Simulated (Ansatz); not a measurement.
Ca4Bi2O:
```xyz
7
Lattice="-2.3673 2.3673 8.2582 2.3673 -2.3673 8.2582 2.3673 2.3673 -8.2582" Properties=species:S:1:pos:R:3 pbc="T T T"
Ca     0.0000     0.0000     5.5638
Ca     0.0000     0.0000    10.9526
Ca     0.0000     2.3673     0.0000
Ca     2.3673     0.0000     0.0000
Bi     0.0000     0.0000     2.3199
Bi     0.0000     0.0000    14.1965
O      0.0000     0.0000     8.2582
```

Relaxed with r²SCAN.

Question: Map the valence electron density (e/Å³), cut off at 2 on the plane through (0.337, 0.337, 0.000) spanned by u = [1, 1, 0] and v = [1, -1, 0] in lattice vectors, from the program Ansatz at the r²SCAN level (PAW).

Answer: x is the fraction of u, y of v (the angle between them is 90°; rows are the nearest grid lines); atoms in the plane: Ca at (0.00, 0.00), Ca at (0.50, 0.50), Ca at (0.33, 0.00), Ca at (0.83, 0.50), Bi at (0.30, 0.50), Bi at (0.80, 0.00), Bi at (0.02, 0.50), Bi at (0.52, 0.00), O at (0.16, 0.00), O at (0.66, 0.50).
```
|9940189991049995001999610000159999200499|
|9940169971039994001899510000149998100499|
|9710027820017971001399210000029993100179|
|5200013310002520000284100000014752000025|
|0000000000000000000011000000001110000000|
|0000000000000000000000000000000000000000|
|0000000000000000000000000000000000000000|
|1110000000011100000000000000000000000001|
|1211000000112110000000000000000000000011|
|8962000000269821000440001452000485000028|
|9993100001399941001991003993001999200149|
|9995100001599991004994017998104999500189|
|9995100001599991004994017998104999500189|
|9993100001399941001991003993001999200149|
|8962000000269821000440001452000485000028|
|1211000000112110000000000000000000000011|
|1110000000011100000000000000000000000001|
|0000000000000000000000000000000000000000|
|0000000000000000000000000000000000000000|
|0000000000000000000011000000001110000000|
|5200013310002520000284100000014752000025|
|9710027820017971001399210000029993100179|
|9940169971039994001899510000149998100499|
|9940189991049995001999610000159999200499|
```
Scale: ten equal steps from 0.040 (start of '0') to 2.00 (end of '9'), in the order '0123456789'; x runs from 0.000 to 1.00, y from 0.000 (bottom) to 1.00 (top).

The density is the valence pseudo-density with augmentation charge, so density and ELF within about 1 Å of a nucleus are not all-electron values.

Space group I4/mmm. The first step of the workflow began from a Materials Project structure, measured or hypothetical; the Crystallography Open Database copy checked does not list it. Whether it is the stable phase at ambient conditions was not checked. The cell was relaxed with r²SCAN under the symmetry of its start; whether a distortion lowers the energy is not shown. Scalar-relativistic: spin–orbit coupling is off unless named, which matters more the heavier the elements.

Potentials: the later of the program's two PAW sets.
